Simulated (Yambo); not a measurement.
```
RbHS
1.0
    4.58461     0.00000     0.00000
    0.00000     5.14523     0.00000
   -1.38609     0.00000     6.75920
H S Rb
2 2 2
Cartesian
  1.84210   1.28631   2.66624
  1.35642   3.85892   4.09297
  0.85520   1.28631   1.75665
  2.34333   3.85892   5.00255
  0.00311   1.28631   5.14767
  3.19541   3.85892   1.61153
```

RbHS (space group P2_1/m, No. 11): mean Im ε in 1 eV windows above the direct gap of 5.38 eV, for different electron-hole kernels (Yambo, broadening 0.15 eV, PBEsol (pw.x of Quantum ESPRESSO, ONCV potentials, scalar-relativistic) bands; 4×4×4 mesh, 6 valence and 16 conduction bands, static screening with 75 bands and a 3 Ry block, scissor 2.38 eV, Tamm-Dancoff; field along x).

```
window (eV)   independent quasiparticles  RPA (no attraction)  BSE
------------  --------------------------  -------------------  ---
5.4 to 6.4                           0.4                  0.3  2.4
6.4 to 7.4                           1.5                  1.1  1.7
7.4 to 8.4                           1.9                  1.3  2.2
8.4 to 9.4                           2.2                  1.3  3.3
9.4 to 10.4                          3.7                  1.4  2.3
10.4 to 11.4                         4.7                  2.0  1.3
```

This run doesn't resolve bound excitons or single peaks, so only averages are given, and they too depend on the mesh; weight that the attraction moves below the gap isn't listed. All transitions below 12.98 eV are in the band window. The scissor comes from a G0W0 run whose convergence isn't established.

Geometry of the Materials Project entry, not relaxed at this level.

The structure is a Materials Project entry; no match was found in the copy of COD used, and its stability was not checked.
